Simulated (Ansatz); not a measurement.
Cs2Ni3S4:
```yaml
crystal:
  lattice:
    - [0.00000, 5.03199, 7.59093]
    - [2.96740, 0.00000, 7.59093]
    - [2.96740, 5.03199, 0.00000]
  atoms:
    - { symbol: Cs, position: [0.66143, 0.66143, 0.33857] }
    - { symbol: Cs, position: [0.33857, 0.33857, 0.66143] }
    - { symbol: Ni, position: [0.00000, 0.00000, 0.00000] }
    - { symbol: Ni, position: [0.00000, 0.00000, 0.50000] }
    - { symbol: Ni, position: [0.50000, 0.50000, 0.00000] }
    - { symbol: S, position: [0.07406, 0.73879, 0.26121] }
    - { symbol: S, position: [0.92594, 0.26121, 0.73879] }
    - { symbol: S, position: [0.73879, 0.07406, 0.92594] }
    - { symbol: S, position: [0.26121, 0.92594, 0.07406] }
```

Relaxed with HSE06. Special points in fractions of this cell's reciprocal vectors: Γ (0.000, 0.000, 0.000); Y (0.500, 0.000, 0.500); T (1.000, 0.500, 0.500); Z (0.500, 0.500, 0.000); Σ0 (0.000, 0.375, 0.375); U0 (1.000, 0.625, 0.625); C0 (0.500, 0.201, 0.701); A0 (0.500, 0.799, 0.299); L (0.500, 0.500, 0.500).

Question: List the band energies nearest the valence-band maximum at these points for plane-wave PAW HSE06 (Ansatz code).

Answer: In eV from the valence-band maximum; about four levels below and three above (degenerate sets whole), none deeper than 8.9 eV; points with the same levels are listed once.

```tsv
k	below	above
Γ	-1.22 -1.01 -0.58 -0.53	2.89 2.96 3.98
Y	-0.85 -0.84 -0.41 -0.32	2.72 3.01 3.13
T	-0.85 -0.81 -0.38 -0.33	2.82 2.87 2.96
Z	-1.27 -1.22 -0.60 -0.53	2.92 2.96 4.27
Σ0	-0.87 -0.81 -0.67 -0.03	2.91 2.98 3.08
C0	-0.83 -0.80 -0.75 -0.05	2.84 2.97 3.37
L	-0.85 -0.75 -0.45 -0.38	2.69 2.86 3.04
```

Space group Fmmm. The workflow started from a Materials Project entry (that database holds measured and hypothetical structures alike); the Crystallography Open Database copy checked does not list it. Whether it is the stable phase at ambient conditions was not checked. The HSE06 relaxation kept the symmetry of its start; whether a distortion lowers the energy is not shown. The run is not spin-polarised. The hybrid was solved on a coarse mesh, the path and, where they were found, the r²SCAN edge points; its band edges are the extreme levels among these. Scalar-relativistic: spin–orbit coupling is off unless named, which matters more the heavier the elements.

Potentials: the later of the program's two PAW sets.
